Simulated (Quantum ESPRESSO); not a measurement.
**Kohn-Sham bands of CsAu (CsCl type)**

```
CsAu
1.0
    4.28285     0.00000     0.00000
    0.00000     4.28285     0.00000
    0.00000     0.00000     4.28285
Cs Au
1 1
Direct
  0.00000   0.00000   0.00000
  0.50000   0.50000   0.50000
```

Materials Project entry mp-2667; symmetrised, unrelaxed at this level. COD (Crystallography Open Database) has an entry of this formula and space group (matched by these alone). Computed values, not measurements, from PBEsol: Quantum ESPRESSO (norm-conserving PseudoDojo potentials, cutoff 61 Ry, no spin polarisation, no spin-orbit coupling) on a Γ-centred 8×8×8 mesh, then Wannier90. Density: 10×10×10 mesh, cold smearing 0.01 Ry. Spin-orbit coupling is left out although heavy elements are present.

**Question.** List the Kohn-Sham levels between −8 and 3.9 eV relative to the valence-band maximum at the high-symmetry points, as a band run of pw.x on that density gives them (levels within 2 meV counted together).

**Answer.** 
```csv
point,k (reciprocal lattice),levels (eV)
Γ,0.000 0.000 0.000,"-7.96 (×3), -3.02, -2.44 (×2), -2.04 (×3)"
X,0.000 0.500 0.000,"-7.91 (×2), -2.35, -2.08, -2.02 (×2), -2.01, -0.89, 0.92"
M,0.500 0.500 0.000,"-7.81, -2.53, -2.34, -2.20 (×2), -1.82, -1.12, 3.48 (×2)"
R,0.500 0.500 0.500,"-2.03 (×3), -1.81 (×2), 0.00, 1.58 (×3)"
```
